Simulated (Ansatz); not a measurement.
Level: LDA, no spin polarisation; 420 eV; 6×6×3 Γ-centred mesh; cold occupations (width 0.0287 eV); Ansatz 0.2.0, fixed geometry.

Computed maps in the lattice plane spanned by a (left to right, 4.07 Å, 12 points from zero) and b (bottom to top, 4.07 Å, 12 points from zero), 90° apart, at height 0.000 along c. The fields are smooth PAW ones with compensation charges, not the true ones near nuclei.

Valence density. Digits on a logarithmic scale: 0 up to 0.03 e/Å³, each further digit a factor of 1.6, 9 from 1.3 e/Å³ up:
```
566666544444
565456543334
564046543334
565456543334
566666544444
555555555555
544444566666
543334565456
543334564046
543334565456
544444566666
555555555555
```

ELF. Ten even steps from '0' (0.11) to '9' (0.80):
```
898789865456
885458851015
874847840004
885458851015
898789865456
888888888888
865456898789
851015885458
840004874847
851015885458
865456898789
888888888888
```

Task: The cell is BaSiSb. Which atoms lie within 0.2 Å of this plane, and where (fractions of a and b)?

Result: Si at (0.75, 0.25), Si at (0.25, 0.75). The whole cell:
```
Sb Si Ba
1.0
     4.07025    0.00000    0.00000
     0.00000    4.07025    0.00000
     0.00000    0.00000    9.21042
Sb Si Ba
2 2 2
Direct
  0.25000 0.25000 0.61170
  0.75000 0.75000 0.38830
  0.75000 0.25000 0.00000
  0.25000 0.75000 0.00000
  0.25000 0.25000 0.25580
  0.75000 0.75000 0.74420
```

Origin: a known structure type with other elements, at an estimated volume, so it need not be a known compound. Caveats: many states at the Fermi level without spin polarisation, so a magnetic state may lie lower; atoms or cell far from equilibrium.
